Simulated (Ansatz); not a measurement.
In the program Ansatz at the PBE level (PAW), RuC in the cubic phase (Pm-3m; Ru on 3c, C on 3d) relaxes to a = 4.075 Å. C has 4 nearest neighbours from 2.04 Å (square planar). Against the elements it lies at 0.84 eV/atom, with no fitted shifts.

Electronic character: metallic (no gap). Gap from PBE with spin–orbit coupling: none (metallic).

The bulk modulus is 282 GPa.

The start of the workflow was typed in or built on a structure type; neither database checked (COD, Materials Project) lists it. Whether it is the stable phase at ambient conditions was not checked. The cell was relaxed with PBE under the symmetry of its start; whether a distortion lowers the energy is not shown. No spin polarisation was allowed. Its formation energy is positive at this level, so the cell may be metastable or incomplete. The references are the lowest solids computed at this level, not always the standard phases. Spin–orbit coupling is left out wherever it is not named.

Potentials: the earlier of the program's two PAW sets.
